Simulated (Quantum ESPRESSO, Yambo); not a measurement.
CaI2 (CdI2 type, space group P-3m1, No. 164). Cell and atoms were relaxed with PBE+D3(BJ) from Materials Project entry mp-30031, within its symmetry. Chain: norm-conserving PBEsol (Quantum ESPRESSO, 70 Ry, no spin-orbit coupling); G0W0 in Yambo (3×3×2 Γ-centred k mesh, 224 bands and a 8 Ry block in the screening, 224 bands in G with the Bruneval-Gonze terminator, plasmon pole fitted at 27.2 eV); BSE (6×6×4 mesh, 6 valence and 10 conduction bands, static screening with 59 bands and a 4 Ry block, scissor 1.86 eV, Tamm-Dancoff).

```json
{
  "PBEsol gap (dense path)": "3.33 eV",
  "PBEsol gap Γ → (0, 0.333, 0) on the GW mesh": "3.54 eV",
  "PBEsol smallest direct gap on the GW mesh, at Γ": "4.07 eV",
  "G0W0 direct gap at that point": "5.93 eV",
  "G0W0 correction to the gap Γ → (0, 0.333, 0)": "2.31 eV",
  "direct gap on the BSE mesh, with the scissor": "5.93 eV",
  "first BSE state allowed for light along x": "5.23 eV",
  "lowest BSE state": "5.23 eV",
  "binding_of_the_lowest_exciton": "0.70 eV",
  "RPA electronic dielectric constant along x": "3.76 (6×6×2 mesh, PBEsol bands)"
}
```

Rough cost of the Yambo steps against G0W0 for 10 states: BSE about 3×, one RPA spectrum about 1/10.

Nearest settings tried, and what they do to the gap: 139 bands in G: -3 meV; 139 bands in W, 139 bands in G: -10 meV; 7 Ry block (287 vectors against 311): -11 meV; 3×3×1 mesh: -70 meV. So the settings aren't converged at that level. The k mesh is coarse. The mesh misses a band edge: along a dense path the PBEsol gap is 3.33 eV against 3.54 eV on the mesh. The BSE states are vertical excitations (zero momentum); the indirect quasiparticle gap, about 5.64 eV, is smaller than the direct one (5.93 eV on the GW mesh). Convergence of the RPA response with its 6×6×2 mesh was not tested. On a 3×3×2 mesh the exciton binding is 0.82 eV, so it isn't converged. Axes are Cartesian, with cell vectors (Å) (4.43, 0.00, 0.00), (-2.22, 3.84, 0.00), (0.00, 0.00, 6.92).

Spin-orbit coupling is left out, which matters for elements this heavy: edges can move by tenths of an eV.
